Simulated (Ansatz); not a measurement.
Clean, relaxed (001) surface of Co, space group P6_3/mmc (No. 194) (top face towards +c; atoms held fixed, by place in the list: 1):

```
Co
1.0
     2.45642    0.00000    0.00000
    -1.22821    2.12732    0.00000
     0.00000    0.00000   20.96947
Co
3
Cartesian
  1.2282 0.7091 8.5000
  0.0000 1.4182 10.4563
  1.2282 0.7091 12.4124
```

All numbers below come from DFT PBEsol, scalar-relativistic, plane waves, PAW (Ansatz 0.2.0). Settings: cutoff 420 eV, Γ-centred mesh 12×12×1 on the computed 3-atom cell, Gaussian smearing of 0.10 eV; collinear spin from starting moments 1.8 1.8 1.8 μB. The cell repeats along c with a dipole correction in the vacuum.

E_ads counts from the clean slab and the free adsorbate (spin-polarised where it has unpaired electrons); negative means bound. With the adsorbate the cell is lengthened along c to keep the vacuum.

Task: CH is put on the top face (one adsorbate per 5.2 Å²) at each of these sites and relaxed. Order them from strongest to weakest binding.
A. bridge (Co-Co) at (0.17, 0.83)
B. top (Co) at (0.67, 0.33)
C. hollow (Co-Co-Co) at (0.00, 0.00)

Result: A (-6.67 eV), C (-6.63 eV), B (-4.59 eV).

Each end is the local minimum or symmetric point that its start leads to. The slab is only 4.0 Å thick, so the energies aren't converged with thickness.

For at least one of the starts the bottom face's work function also shifts by over 0.1 eV: the slab is too thin to screen the adsorbate, so the work functions aren't converged with thickness.